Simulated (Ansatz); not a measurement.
Input file for Ansatz (a quantum-chemistry and plane-wave program):

Ansatz 0.2 input:
```yaml
crystal:
  lattice:
    - [4.2060078773, 0.0, 0.0]
    - [0.0, 4.2060078773, 0.0]
    - [0.0, 0.0, 4.2060078773]
  atoms:
    - { symbol: Cs, position: [0.0, 0.0, 0.0] }
    - { symbol: Cl, position: [0.5, 0.5, 0.5] }
kpoints:
  mp_grid: { grid: [5, 5, 5] }
  band_path:
    path:
      - [[0.0, 0.0, 0.0], [0.0, 0.5, 0.0], [0.5, 0.5, 0.0], [0.0, 0.0, 0.0], [0.5, 0.5, 0.5], [0.0, 0.5, 0.0]]  # Γ-X-M-Γ-R-X
      - [[0.5, 0.5, 0.5], [0.5, 0.5, 0.0]]  # R-M
      - [VBM, CBM]
    npoints: 12
basis: { xc_grid: 2 }
hamiltonian:
  xc: pbe
  pseudopotentials: { azcp: { folder: ./paw }, kind: paw_fr }
magnetization: { noncollinear: true, spin_orbit: true }
scf:
  n_extra_bands: 12
  convergence: { dr2_threshold: 0.0000000001 }
  occupations: { method: gaussian, width: 0.01 }
checkpoint: { write: soc.run }
output: { eigenvalues: true }
```

Output (shortened):

```
Pseudopotentials: kind: paw_fr
Pseudopotential: Cs, paw, valence charge 9
Pseudopotential: Cl, paw, valence charge 7
Functional definition: PBE
non-collinear run that drives no moment, with spin-orbit …
Crystal: 2 atoms, lattice volume = 74.406 Å³
Basis set: ecut = 420 eV, 1419 PW (Γ), exchange–correlation on 60×60×60 points (8 copies of the dense FFT grid, shifted against one another)
Bands: 28, of which v1, the nominal top of the filled ones, is band 16 counted from 1 (15 counted from 0)
Symmetry: 48 space group operations + 48 with time reversal
k-points: 10 of 125
Projection manifold: j_resolved (fully-relativistic pseudo-atomic orbitals)
Initial density: superposition of atomic densities (chi_scale 0.1, normalization cell, long waves kept (reshape's long-wave potential 0.00 eV rms))
Initial wavefunctions: pseudopotential atomic-orbital guess
Eigensolver: davidson
Functional: x = pbe(κ = 0.804, μ = 0.2195149727645171), c = pbe(β = 0.06672455060314922)
SCF iter   1: F=—  HF=-6759.129852 eV  |F-HF|=—  |Δ(HF+E_count)|=         —  Δρ=3.62e-2  dr2=1.73e0  dr2_m=0.00e0 (ungated)  ethr=3.10e-3  |M|=0.00e0 ∫|m|=0.00e0 μB  |m|>n=0.0e0 m-floor=0.0e0 τ_xc=0.0e0  β_m=0.30  ⟨swp⟩=10.2  Hψ=894  notcnv=0  defer=2
all-band conjugate gradients solve this SCF's bands
preconditioner: auto → none
SCF iter   2: F=—  HF=-6758.577187 eV  |F-HF|=—  |Δ(HF+E_count)|=   5.53e-1  Δρ=1.19e-2  dr2=1.50e-1  dr2_m=0.00e0 (ungated)  ethr=3.10e-3  |M|=0.00e0 ∫|m|=0.00e0 μB  |m|>n=0.0e0 m-floor=0.0e0 τ_xc=0.0e0  β_m=0.35  ⟨swp⟩=3.0  Hψ=309  notcnv=0  defer=60
SCF iter   3: F=—  HF=-6758.536580 eV  |F-HF|=—  |Δ(HF+E_count)|=   4.06e-2  Δρ=4.89e-3  dr2=1.70e-2  dr2_m=0.00e0 (ungated)  ethr=9.36e-4  |M|=0.00e0 ∫|m|=0.00e0 μB  |m|>n=0.0e0 m-floor=0.0e0 τ_xc=0.0e0  β_m=0.53  ⟨swp⟩=3.8  Hψ=287  notcnv=0  defer=60
SCF iter   4: F=—  HF=-6758.540682 eV  |F-HF|=—  |Δ(HF+E_count)|=   4.10e-3  Δρ=1.03e-3  dr2=7.14e-4  dr2_m=0.00e0 (ungated)  ethr=1.06e-4  |M|=0.00e0 ∫|m|=0.00e0 μB  |m|>n=0.0e0 m-floor=0.0e0 τ_xc=0.0e0  β_m=0.66  ⟨swp⟩=2.8  Hψ=230  notcnv=0  defer=60
SCF iter   5: F=—  HF=-6758.541357 eV  |F-HF|=—  |Δ(HF+E_count)|=   6.75e-4  Δρ=1.29e-4  dr2=8.56e-6  dr2_m=0.00e0 (ungated)  ethr=4.46e-6  |M|=0.00e0 ∫|m|=0.00e0 μB  |m|>n=0.0e0 m-floor=0.0e0 τ_xc=0.0e0  β_m=0.76  ⟨swp⟩=3.0  Hψ=237  notcnv=0  defer=60
SCF iter   6: F=—  HF=-6758.541369 eV  |F-HF|=—  |Δ(HF+E_count)|=   1.17e-5  Δρ=1.36e-5  dr2=7.46e-8  dr2_m=0.00e0 (ungated)  ethr=5.35e-8  |M|=0.00e0 ∫|m|=0.00e0 μB  |m|>n=0.0e0 m-floor=0.0e0 τ_xc=0.0e0  β_m=0.88  ⟨swp⟩=2.2  Hψ=180  notcnv=0  defer=60
SCF iter   7: F=—  HF=-6758.541368 eV  |F-HF|=—  |Δ(HF+E_count)|=   8.33e-7  Δρ=2.53e-6  dr2=9.63e-9  dr2_m=0.00e0 (ungated)  ethr=4.66e-10  |M|=0.00e0 ∫|m|=0.00e0 μB  |m|>n=0.0e0 m-floor=0.0e0 τ_xc=0.0e0  β_m=0.88  ⟨swp⟩=2.0  Hψ=206  notcnv=0  defer=60
SCF iter   8: F=—  HF=-6758.541368 eV  |F-HF|=—  |Δ(HF+E_count)|=   1.28e-9  Δρ=3.66e-7  dr2=1.92e-10  dr2_m=0.00e0 (ungated)  ethr=6.02e-11  |M|=0.00e0 ∫|m|=0.00e0 μB  |m|>n=0.0e0 m-floor=0.0e0 τ_xc=0.0e0  β_m=0.94  ⟨swp⟩=2.5  Hψ=160  notcnv=0  defer=60
SCF iter   9: F=-6758.541368 eV  HF=-6758.541368 eV  |F-HF|=2.73e-12  |Δ(HF+E_count)|=  4.46e-11  Δρ=2.91e-8  dr2=4.56e-13  dr2_m=0.00e0 (ungated)  ethr=1.00e-12  |M|=0.00e0 ∫|m|=0.00e0 μB  |m|>n=0.0e0 m-floor=0.0e0 τ_xc=0.0e0  ⟨swp⟩=10.8  Hψ=711  notcnv=0
SCF 1 converged in 9 iterations: F = -6758.541368 eV  dr2 = 4.56e-13
NSCF: frozen V_eff on 20 k-points
NSCF: frozen V_eff on 20 k-points
NSCF: frozen V_eff on 20 k-points
NSCF: frozen V_eff on 13 k-points
NSCF: frozen V_eff on 5 k-points
NSCF: frozen V_eff on 3 k-points
NSCF: frozen V_eff on 3 k-points
NSCF: frozen V_eff on 3 k-points
NSCF: frozen V_eff on 3 k-points
NSCF: frozen V_eff on 87 k-points
SCF converged after 9 iterations
Magnetization: |M| = 0.0000 μB,  M = (+0.0000, +0.0000, +0.0000) μB
Absolute magnetization: 0.0000 μB (∫|m|)
  site 0: m = (+0.0000, +0.0000, +0.0000) μB, |m| = 0.0000 μB  (R = 1.50 Å)
  site 1: m = (+0.0000, +0.0000, +0.0000) μB, |m| = 0.0000 μB  (R = 1.50 Å)
Free energy (F): -6758.541368 eV
Harris-Foulkes:  -6758.541368 eV  (|F-HF|=2.73e-12)
Internal energy: -6758.541368 eV  (E = F + TS)
E sigma→0 (E₀):  -6758.541368 eV
Fermi energy:    5.072776 eV
--- Per-component energies (eV) ---
  E_band       = -62.212245
  E_kinetic    = 297.857200
  E_local      = -439.554541  (includes V_loc(G=0)·N_el)
  E_nonlocal   = 53.380056
  E_hartree    = 146.016245
  E_xc         = -288.337469
  E_vxc        = -255.762303  (∫ρ·V_xc dr)
  E_paw        = -5723.543209  (= ΣΔE_a)
  E_vpaw       = -10.165243  (= ΣTr[D̂ρ^β])
  E_aug_tail   = 0.000104  (compensation charges beyond the density's cutoff)
  E_ewald      = -804.359753
  E_smearing   =  0.000000  (= −TS)
  E_closure    =  0.000000  (closes the sum)
  Σ components = -6758.541368   (vs F -6758.541368, Δ=0.00e0)
  [band-id]    e_kinetic+e_local+e_nonlocal+2·e_hartree+e_vxc+e_vpaw+e_augmentation_tail = -62.212236   (vs E_band -62.212245, Δ=8.75e-6)
--- Band table (eV; the first three rows and the last of 10) ---
  k-point 0: bands = ["-16.8869", "-16.8869", "-9.5625", "-9.5625", "-4.5887", "-4.5887", "-2.9321", "-2.9321", "-2.9321", "-2.9321", "2.4166", "2.4166", "2.5989", "2.5989", "2.5989", "2.5989", "7.5466", "7.5466", "7.9842", "7.9842", "7.9842", "7.9842", "12.3260", "12.3260", "12.3260", "12.3260", "12.4128", "12.4128"]
  k-point 1: bands = ["-16.8651", "-16.8651", "-9.5707", "-9.5707", "-4.6223", "-4.6223", "-3.0427", "-3.0427", "-2.8879", "-2.8879", "2.1053", "2.1053", "2.4382", "2.4382", "2.5300", "2.5300", "8.2274", "8.2274", "8.3442", "8.3442", "8.8178", "8.8178", "12.0318", "12.0318", "12.0854", "12.0854", "12.5588", "12.5588"]
  k-point 2: bands = ["-16.8292", "-16.8292", "-9.5867", "-9.5867", "-4.6907", "-4.6907", "-3.1753", "-3.1753", "-2.8137", "-2.8137", "1.5708", "1.5708", "2.3343", "2.3343", "2.4128", "2.4128", "8.7877", "8.7877", "9.6174", "9.6174", "10.6356", "10.6356", "11.7925", "11.7925", "11.8149", "11.8149", "11.8569", "11.8569"]
  k-point 9: bands = ["-16.7301", "-16.7301", "-9.4371", "-9.4371", "-4.9570", "-4.9570", "-3.4162", "-3.4162", "-3.3953", "-3.3953", "1.6577", "1.6577", "1.7364", "1.7364", "1.8453", "1.8453", "10.1203", "10.1203", "10.6992", "10.6992", "10.7067", "10.7067", "11.7706", "11.7706", "12.1263", "12.1263", "12.1732", "12.1732"]
  band table: 28 of 28 bands, residual norms ≤ 1.0e-3 eV
```

Cost: around 50 core-seconds (rough) on shared cores.

Space group Pm-3m (CsCl type). The cell was relaxed with PBE under the symmetry of its start.

Potentials: the earlier of the program's two PAW sets.

Ansatz is a plane-wave DFT program.
